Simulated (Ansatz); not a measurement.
# Field gradients of HfO2 with Ge replacing Hf from run to run

Cell of run 1: a supercell of HfO2 (fluorite type, Fm-3m) built from a structure deposited in the COD, with all atoms left at the host's positions.

Space group Fm-3m (No. 225); a = 10.2300 Å.

| site | Wyckoff | site symmetry | x | y | z |
| --- | --- | --- | --- | --- | --- |
| Ge | 4a | m-3m | 0.0000 | 0.0000 | 0.0000 |
| Hf2 | 24d | m.mm | 0.2500 | 0.2500 | 0.0000 |
| Hf8 | 4b | m-3m | 0.5000 | 0.5000 | 0.5000 |
| O9 | 32f | .3m | 0.1250 | 0.1250 | 0.1250 |
| O12 | 32f | .3m | 0.6250 | 0.3750 | 0.3750 |

One atom of each set is listed; the run and its k-mesh use a cell of 24 atoms with edges of 7.23, 7.23, 7.23 Å.

Relaxed positions (PBE, cell held):

Ge (0.0000, 0.0000, 0.0000)
Hf2 (0.2500, 0.2500, 0.0000)
Hf8 (0.5000, 0.5000, 0.5000)
O9 (0.1225, 0.1225, 0.1225)
O12 (0.6258, 0.3742, 0.3742)

All runs are DFT with Ansatz 0.2.0 (plane waves and PAW, scalar-relativistic unless spin–orbit coupling is named, Γ-centred meshes, Fermi–Dirac smearing where given) in this cell.

Run 1: PBE, atoms at the host's positions; 420 eV, 3×3×3 k-points, smearing 0.01 eV.
Run 2: PBE, atoms relaxed; 420 eV, 3×3×3 k-points, smearing 0.01 eV.
Run 3: r2SCAN, at the relaxed atoms; 500 eV, 3×3×3 k-points, smearing 0.01 eV.

(1) What does each run give, and what moves the gradients most?

Answers

(1) 

| run | Hf2 V_zz (η) | O9 V_zz (η) | O12 V_zz (η) |
| --- | --- | --- | --- |
| 1 | -3.22 (0.14) | 4.58 (0.00) | 0.79 (0.00) |
| 2 | -3.38 (0.57) | 4.34 (0.00) | 1.04 (0.00) |
| 3 | -3.06 (0.70) | 4.50 (0.00) | 1.02 (0.00) |

V_zz in 10²¹ V/m²; 3 of the 5 sets of like atoms are followed. Against run 1, the gradient tensors on these sites move by at most 1.26 in run 2 (Hf2), 1.37 in run 3 (Hf2). Taken one at a time, the positions of the atoms (as given or relaxed) move the tensors on these sites by up to 1.26 (largest principal value of the change, on Hf2), the functional (r2SCAN with its higher cutoff) by 0.31 (Hf2). On Hf2 V_xx and V_yy change places between runs (or their axes turn by over 50°), so η hides a larger change. The defect's own atom has next to no gradient in any run.

The defect repeats with the cell of 24 atoms, so it feels its images: sites between two images don't show the values beside a lone defect, and zeros or small values of η there can come from the images' arrangement. This high-symmetry form of HfO2 is unstable when cold, to shifts of the oxygen columns, towards the tetragonal form. The symmetry of the cell holds that distortion back, wholly or in part, and it would change the field gradients, the more the larger the distortion. Without spin–orbit coupling the gradients at and beside Hf can be off by some per cent, at some sites by more. The relaxation keeps the site symmetry m-3m of the start, so the impurity can't leave its site; a start off the site could end lower. In run 1 the gap is small for the k-mesh or the smearing, and small gradients can still move by 0.1 × 10²¹ V/m² or more. In run 1 the atoms aren't at the calculated equilibrium (largest force 0.60 eV/Å). The cell keeps the host's lattice, at a calculated pressure of -6, -12 GPa in runs 2, 3.
